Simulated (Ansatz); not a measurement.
MnGa in space group P6/mmm (No. 191; Mn on 3f, Ga on 2d, Ga on 1a), PBE (plane waves, PAW; program Ansatz), all energies at zero smearing, with the estimated change up to a 700 eV cutoff added, with one set of potentials and settings (totals compare only within such a set). Cell of 6 atoms (3 Mn, 3 Ga): -23045.589 eV.

| element | reference phase | E (eV/atom) |
|---|---|---|
| Mn | I-43m, 29 atoms in the cell, spin-polarised | -3898.8678 |
| Ga | Cmce, 4 atoms in the cell | -3783.0259 |

Formation energy per atom, worked out: (-23045.589 − 3×(-3898.8678) − 3×(-3783.0259))/6 = 0.015 eV/atom (1 kJ per mol of atoms), at 0 K, without zero-point energy or fitted corrections.

The start of the workflow was typed in or built on a structure type; neither database checked (COD, Materials Project) lists it. Whether it is the stable phase at ambient conditions was not checked. The PBE relaxation kept the symmetry of its start; its stability against distortions is not shown here. The workflow began spin-polarised and lost its moments. The references are the lowest solids computed at this level, not always the standard phases.

Potentials: the earlier of the program's two PAW sets.
